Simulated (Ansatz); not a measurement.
SiO₂ in space group P3_121 (No. 152; O on 6c, Si on 3a) is relaxed with LDA in the plane-wave PAW code Ansatz. What lattice parameters of the conventional cell result?

a = 4.867 Å, c = 5.366 Å.

Give the free coordinates with the occupied sites.

In one choice of origin and axes:

| atom | site | symmetry | x | y | z |
|---|---|---|---|---|---|
| O | 6c | 1 | 0.4112 | 0.2760 | 0.2211 |
| Si | 3a | .2. | 0.5352 | 0.5352 | 0.0000 |

Is it a metal or does it have a gap at this level?

A gap of 5.83 eV, indirect.

The cell was relaxed with LDA under the symmetry of its start; phonons on a q-mesh show no instability.

Potentials: the later of the program's two PAW sets.
